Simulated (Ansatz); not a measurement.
**Relaxing Sr**

Theory: DFT r2SCAN, scalar-relativistic, plane waves, PAW (Ansatz 0.2.0). Run with 500 eV cutoff, 12×12×6 k-mesh, Gaussian smearing of 0.10 eV, no spin polarisation.

What was changed in Y: Y → Sr on all its sites, cell and atoms relaxed.

Command:

```bash
ansatz run input.yaml --threads 1 --pin off --max-ram 2560MiB --backend cpu --events-out ev --progress --plain --runs-dir out
```

Input:

```yaml
crystal:
  lattice:
    - [4.3308908922, 0.0, 0.0]
    - [-2.1654454461, 3.7506615336, 0.0]
    - [0.0, 0.0, 7.1317753151]
  atoms:
    - { symbol: Sr, position: [0.3333333333, 0.6666666667, 0.25] }
    - { symbol: Sr, position: [0.6666666667, 0.3333333333, 0.75] }
basis:
  ecutwfc: 500
kpoints:
  mp_grid: { grid: [12, 12, 6] }
hamiltonian:
  xc: r2scan
scf:
  occupations: { method: gaussian, width: 0.1 }
output:
  forces: true
  stress: true
  eigenvalues: true
relax:
  adjacent_minimum: "off"
  f_tol: 0.01
  max_steps: 60
  cell: { stress_tol: 0.1 }
```

F is the free energy. Steps run on the plane waves of an earlier cell, but the last one, and at times one on the way, on a freshly chosen basis, so a repeated geometry can differ a little in energy.

Steps:

```csv
step,F − F(1) (eV),largest force component (eV/Å),V (Å³/atom),P (GPa)
1,0.0000,0.000,57.923,-0.16
2,-0.0005,0.000,57.642,-0.10
3,-0.0010,0.000,57.138,0.00
4,-0.0008,0.000,57.138,0.00
```

Relaxed structure:

```yaml
crystal:
  lattice:
    - [4.30644, 0.00000, 0.00000]
    - [-2.15322, 3.72949, 0.00000]
    - [0.00000, 0.00000, 7.11523]
  atoms:
    - { symbol: Sr, position: [0.33333, 0.66667, 0.25000] }
    - { symbol: Sr, position: [0.66667, 0.33333, 0.75000] }
```

Symmetry: P6_3/mmc, No. 194, hexagonal system. Conventional cell: a = 4.306 Å, b = 4.306 Å, c = 7.115 Å, α = 90.00°, β = 90.00°, γ = 120.00°. Around Sr (site symmetry -6m2) lie 12 Sr at 4.31 to 4.34 Å.

The run converged. It took 23 s on 1 thread of AMD EPYC 9R45 96-Core Processor (Zen 5) (shared host), peak memory 0.73 GiB.